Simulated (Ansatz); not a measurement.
GaN (rock salt, Fm-3m), DFT-LDA in the program Ansatz with PAW potentials: ε∞ = 7.93, cell volume 18.27 Å³. Infrared-active transverse modes:

```json
[
 {"ω_TO (cm⁻¹)": "257.2", "oscillator strength S_xx (e²/amu)": "1.078"}
]
```

Task: Compute the static dielectric constant.

Result: Each mode adds (4.921e7/V) S/ω²: 43.86. So ε0 = 51.8.

Task: What LO frequency does the Lyddane–Sachs–Teller relation give?

Result: ω_LO = ω_TO √(ε0/ε∞) = 657 cm⁻¹.

This is a known high-pressure phase of the composition, computed here at zero pressure and temperature. The LDA relaxation kept the symmetry of its start; phonons on a q-mesh show no instability. Spin–orbit coupling is left out wherever it is not named.

Potentials: the earlier of the program's two PAW sets.
